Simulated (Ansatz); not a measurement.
Ta5N6 (P6_3/mcm): electronic heat capacity and spin susceptibility from the density of states

All numbers below come from DFT r2SCAN, scalar-relativistic, plane waves, PAW (Ansatz).

Settings: cutoff 500 eV, Γ-centred mesh 12×12×4 on the computed 22-atom cell, Gaussian smearing of 0.10 eV; no spin polarisation.

Relaxed cell: P6_3/mcm, a = 5.185 Å, b = 5.185 Å, c = 10.421 Å, α = 90.00°, β = 90.00°, γ = 120.00°, 22 atoms in the primitive cell. Whether it is the stable form of this composition wasn't checked.

The density of states at the Fermi level is 8.232 states/eV in the cell of 22 atoms (2 formula units; both spins, tetrahedra on a 18×18×6 mesh). Averaged over bins of 0.1 eV the density runs from 3.8 to 9.1 states/eV within 0.2 eV of the Fermi level, so the figure hangs on the exact place of that level.

**Question.** What Sommerfeld coefficient and Pauli susceptibility does this give?

**Answer.** Per formula unit N(E_F) = 4.116 states/eV. γ = (π²/3) k_B² N(E_F) N_A = 2.357 mJ/(mol K²) per state/eV, so γ = 9.7 mJ/(mol K²), a mole of formula units. χ_P = μ_B² N(E_F) N_A = 3.23×10⁻⁵ emu/mol per state/eV gives 13.3×10⁻⁵ emu/mol. This is the bare band result: a measured γ of the same phase is as a rule larger by a factor 1 + λ from phonons and spin fluctuations, the spin part of χ is larger by the Stoner factor, and a measured χ also holds orbital and core terms. N(E_F) at one energy is sensitive to the mesh where the density of states has sharp peaks.

Spin-orbit coupling is left out, which matters for the bands of heavy elements.

Cost: 1 run of about 7.8 core-minutes, on Intel Xeon 6975P-C (Granite Rapids) (shared hosts).